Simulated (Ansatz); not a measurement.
A plane-wave DFT run in Ansatz 0.2.0 (scalar-relativistic PAW potentials unless the input names others): input and command.

```yaml
crystal:
  lattice:
    - [3.9444780078, 0.0, 0.0]
    - [0.0, 3.9444780078, 0.0]
    - [0.0, 0.0, 3.9444780078]
  atoms:
    - { symbol: V, position: [0.0, 0.5, 0.5] }
    - { symbol: V, position: [0.5, 0.0, 0.5] }
    - { symbol: V, position: [0.5, 0.5, 0.0] }
    - { symbol: I, position: [0.0, 0.0, 0.0] }
basis:
  ecutwfc: 420
kpoints:
  mp_grid: { grid: [12, 12, 12] }
hamiltonian:
  xc: pbe
scf:
  occupations: { method: gaussian, width: 0.1 }
  n_extra_bands: 1
  lower_state_search: "off"
output:
  forces: true
  eigenvalues: true
  stress: true
```

```bash
ansatz run input.yaml --threads 1 --pin off --max-ram 2560MiB --backend cpu --events-out ev --progress --plain --runs-dir out
```

Abridged log:
```
Basis set: ecut = 420 eV, 1213 PW (Γ), exchange–correlation on 54×54×54 points (8 copies of the dense FFT grid, shifted against one another)
Bands: 29, of which v1, the nominal top of the filled ones, is band 28 counted from 1 (27 counted from 0)
Symmetry: 48 space group operations
k-points: 84 of 1728
SCF iter   1: F=—  HF=-16247.437847 eV  |F-HF|=—  |Δ(HF+E_count)|=         —  Δρ=7.97e-3  dr2=2.54e-2  ethr=1.77e-3  ⟨swp⟩=5.0  Hψ=9338  notcnv=0
SCF iter   2: F=—  HF=-16247.433803 eV  |F-HF|=—  |Δ(HF+E_count)|=   4.04e-3  Δρ=4.77e-3  dr2=1.11e-2  ethr=4.54e-5  ⟨swp⟩=2.0  Hψ=4577  notcnv=0
SCF iter   3: F=—  HF=-16247.432475 eV  |F-HF|=—  |Δ(HF+E_count)|=   1.33e-3  Δρ=4.76e-4  dr2=1.94e-4  ethr=1.97e-5  ⟨swp⟩=2.0  Hψ=3358  notcnv=0
SCF iter   4: F=—  HF=-16247.432488 eV  |F-HF|=—  |Δ(HF+E_count)|=   1.24e-5  Δρ=2.71e-4  dr2=4.08e-5  ethr=3.47e-7  ⟨swp⟩=2.8  Hψ=5056  notcnv=0
SCF iter   5: F=—  HF=-16247.432417 eV  |F-HF|=—  |Δ(HF+E_count)|=   7.04e-5  Δρ=7.52e-5  dr2=4.71e-6  ethr=7.28e-8  ⟨swp⟩=2.0  Hψ=4066  notcnv=0
SCF iter   6: F=—  HF=-16247.432416 eV  |F-HF|=—  |Δ(HF+E_count)|=   1.31e-6  Δρ=2.43e-5  dr2=4.50e-7  ethr=8.42e-9  ⟨swp⟩=2.0  Hψ=3261  notcnv=0
SCF iter   7: F=-16247.432416 eV  HF=-16247.432416 eV  |F-HF|=5.52e-8  |Δ(HF+E_count)|=   1.60e-7  Δρ=1.10e-5  dr2=9.34e-8  ethr=1.79e-10  ⟨swp⟩=5.7  Hψ=10485  notcnv=0
SCF 1 converged in 7 iterations: F = -16247.432416 eV  dr2 = 9.34e-8
SCF converged after 7 iterations
Free energy (F): -16247.432416 eV
Harris-Foulkes:  -16247.432416 eV  (|F-HF|=5.52e-8)
Internal energy: -16247.406351 eV  (E = F + TS)
E sigma→0 (E₀):  -16247.419383 eV
Entropy (-TS):   -0.026065 eV (-6.516 meV/atom)
Fermi energy:    18.155008 eV
--- Forces (eV/Å), atoms counted from 1 ---
  atom   1  V      0.00000000     0.00000000     0.00000000
  atom   2  V      0.00000000     0.00000000     0.00000000
  atom   3  V      0.00000000     0.00000000     0.00000000
  atom   4  I      0.00000000     0.00000000     0.00000000
--- Stress (GPa, compression-positive) ---
       -0.001018       0.000000       0.000000
        0.000000      -0.001018       0.000000
        0.000000       0.000000      -0.001018
  P = ⅓ Tr σ = -0.0010 GPa (-0.010 kbar)
```

Apart from outputs and the relaxation, which only the reference makes, the input differs from a reference run on usual settings in scf.n_extra_bands: not typed → 1; scf.lower_state_search: not typed → "off". The reference, at the same geometry, ended its own course with pressure 0.00 GPa, largest force 0.000 eV/Å, no gap on the mesh. This run converged in 7 SCF iterations with an energy at zero smearing 0.02 meV/atom below the reference's, pressure 0.00 GPa, largest force 0.000 eV/Å, no gap on the mesh.

Time: 11 s on 1 thread of Arm Neoverse V2, on a shared host, peak memory 0.4 GiB.